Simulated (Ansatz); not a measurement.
Total density of states per atom from DFT-r²SCAN in the program Ansatz with PAW potentials, in 0.25 eV bins, energy from the Fermi level:

| E (eV) | states/eV/atom |
|---|---|
| -7.85 | 0.55 |
| -7.60 | 0.66 |
| -7.35 | 0.45 |
| -7.10 | 0.34 |
| -6.85 | 0.15 |
| -6.60 | 0.08 |
| -6.35 | 0.06 |
| -6.10 | 0.05 |
| -5.85 | 0.09 |
| -5.60 | 0.20 |
| -5.35 | 0.31 |
| -5.10 | 0.32 |
| -4.85 | 0.43 |
| -4.60 | 0.52 |
| -4.35 | 0.64 |
| -4.10 | 0.80 |
| -3.85 | 0.82 |
| -3.60 | 0.82 |
| -3.35 | 0.82 |
| -3.10 | 0.85 |
| -2.85 | 0.73 |
| -2.60 | 0.71 |
| -2.35 | 0.88 |
| -2.10 | 0.51 |
| -1.85 | 0.40 |
| -1.60 | 0.48 |
| -1.35 | 0.73 |
| -1.10 | 0.53 |
| -0.85 | 0.36 |
| -0.60 | 0.13 |
| -0.35 | 0.01 |
| -0.10 | 0.00 |
| 0.15 | 0.03 |
| 0.40 | 0.35 |
| 0.65 | 0.75 |
| 0.90 | 0.73 |
| 1.15 | 0.79 |
| 1.40 | 0.63 |
| 1.65 | 0.57 |
| 1.90 | 0.50 |
| 2.15 | 0.51 |
| 2.40 | 0.52 |
| 2.65 | 0.63 |
| 2.90 | 0.80 |
| 3.15 | 0.80 |
| 3.40 | 1.01 |
| 3.65 | 0.87 |
| 3.90 | 0.63 |
| 4.15 | 0.66 |
| 4.40 | 0.71 |
| 4.65 | 0.70 |

Question: Which of these materials gives this?
(A) Sn, body-centred tetragonal
(B) Sn3Te2Se, P-3m1 (Sn on 1b, Sn on 2d, Te on 2d, Se on 1a)
(C) ZrCu2P2, P-3m1 (Zr on 1a, Cu on 2d, P on 2d)
(D) Cs2ZrF6, P-3m1 (Cs on 2d, Zr on 1a, F on 6i)

Answer: B, Sn3Te2Se, P-3m1 (Sn on 1b, Sn on 2d, Te on 2d, Se on 1a). Within 0.5 eV of the Fermi level: Sn 5p 73 %, Te 5s 7 %, Te 5p 7 %. Projections are on Löwdin-orthogonalised atomic valence shells; empty p or d shells of many metals are not among them.

The first step of the workflow began from a Materials Project structure, measured or hypothetical; the Crystallography Open Database copy checked does not list it. Its standing as an ambient phase is unchecked. The cell was relaxed with r²SCAN under the symmetry of its start; its stability against distortions is not shown here. Scalar-relativistic: spin–orbit coupling is off unless named, which matters more the heavier the elements.

Potentials: the later of the program's two PAW sets.
